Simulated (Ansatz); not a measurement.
NiAu:
```cif
data_AuNi
_chemical_formula_sum 'Au1 Ni1'
_space_group_name_H-M_alt 'P 1'
_space_group_IT_number 1
_cell_length_a 4.52836
_cell_length_b 4.52836
_cell_length_c 4.52836
_cell_angle_alpha 36.164
_cell_angle_beta 36.164
_cell_angle_gamma 36.164
loop_
_space_group_symop_operation_xyz
  'x, y, z'
loop_
_atom_site_label
_atom_site_type_symbol
_atom_site_fract_x
_atom_site_fract_y
_atom_site_fract_z
_atom_site_occupancy
Au1 Au 0.00000 0.00000 0.00000 1
Ni1 Ni 0.50000 0.50000 0.50000 1
```
The run is spin-polarised, in the one order tried: ferromagnetic.

This is the r²SCAN-relaxed structure.

### Question
All from r²SCAN in the plane-wave PAW code Ansatz, unless another level is named. Estimate the net moment.

### Answer
0.38 μB per atom.

### Question
Predict the Bader charges.

### Answer
Au -0.31, Ni +0.31 e.

Space group R-3m. The start of the workflow was typed in or built on a structure type; neither database checked (COD, Materials Project) lists it. Whether it is the stable phase at ambient conditions was not checked. Symmetry was held in the r²SCAN relaxation; its stability against distortions is not shown here. Spin order of the final state: ferromagnetic, the only order run, not a proven ground state. The cell computed holds one magnetic atom, so no antiferromagnetic order was within reach. Its formation energy is positive at this level, so the cell may be metastable or incomplete. Other orbital occupations within this spin state were not tried. For itinerant 3d metals, meta-GGAs of the SCAN family and hybrids are commonly reported to give too large moments. Spin–orbit coupling is left out wherever it is not named.

Potentials: the earlier of the program's two PAW sets. The files were generated under PBE; for other functionals the program regenerates the frozen cores, and for LDA and PBEsol the local potential too.
